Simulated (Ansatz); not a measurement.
Level of theory: Ansatz, DFT PBE, scalar-relativistic, plane waves, PAW. All cells share a 420 eV cutoff and Γ-centred k meshes spaced at most about 0.3 Å⁻¹ (about 0.25 or finer for metals, 2π included). No spin polarisation in the final relaxations.

These are static total energies at zero pressure.

Compare these two cells of GaO, each relaxed at this level.

A.

Space group P-6m2 (No. 187). a = 3.047 Å, b = 3.047 Å, c = 2.945 Å, α = 90.00°, β = 90.00°, γ = 120.00°
| atom | site | symmetry | x | y | z |
| --- | --- | --- | --- | --- | --- |
| Ga | 1a | -6m2 | 0.0000 | 0.0000 | 0.0000 |
| O | 1f | -6m2 | 0.6667 | 0.3333 | 0.5000 |

B.

Space group F-43m (No. 216). a = 4.850 Å, b = 4.850 Å, c = 4.850 Å, α = 90.00°, β = 90.00°, γ = 90.00°
| atom | site | symmetry | x | y | z |
| --- | --- | --- | --- | --- | --- |
| Ga | 4a | -43m | 0.0000 | 0.0000 | 0.0000 |
| O | 4c | -43m | 0.2500 | 0.2500 | 0.2500 |

Question: Which is lower in energy, and by how much?

Answer: B is lower, by 0.33 eV/atom. A has the tungsten carbide type, space group P-6m2 (No. 187), 11.8 Å³/atom and no gap on its mesh; B has the zinc blende type, space group F-43m (No. 216), 14.3 Å³/atom and no gap. Counting O atoms around Ga (those within 1.25 times the shortest such distance or 1.15 times the sum of covalent radii, 1.27 where that leaves under three; the shortest distance is added where it exceeds 1.18 times the sum of covalent radii), A has Ga 6 from 2.3 Å and B has Ga 4. The lower one is the more open, so pressure narrows the difference. Both come from invented guesses.

In P-6m2, F-43m an odd number of electrons in the primitive cell allows no gap without spin; a larger cell or a magnetic state could open one. A magnetic state wasn't ruled out in cells without spin, among them P-6m2. Cells relaxed within their symmetry can be saddle points.
